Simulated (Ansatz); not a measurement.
One element of this relaxed crystal is hidden as X:

```
cell (Å)
  0.000 2.366 2.366
  2.366 0.000 2.366
  2.366 2.366 0.000
  B 0.0000 0.0000 0.0000
  X 0.2500 0.2500 0.2500
```

All-electron LAPW in Ansatz 0.2.0 under LDA, scalar-relativistic and without spin polarisation, finds it within 0.04 GPa of zero pressure, with a formation energy of -0.04 eV/atom from the elements, a gap of 1.11 eV. The structure needn't be the ground state.

**Question.** Which element is X?

**Answer.** As, which makes the crystal BAs. This is the case that was computed; others weren't tested.
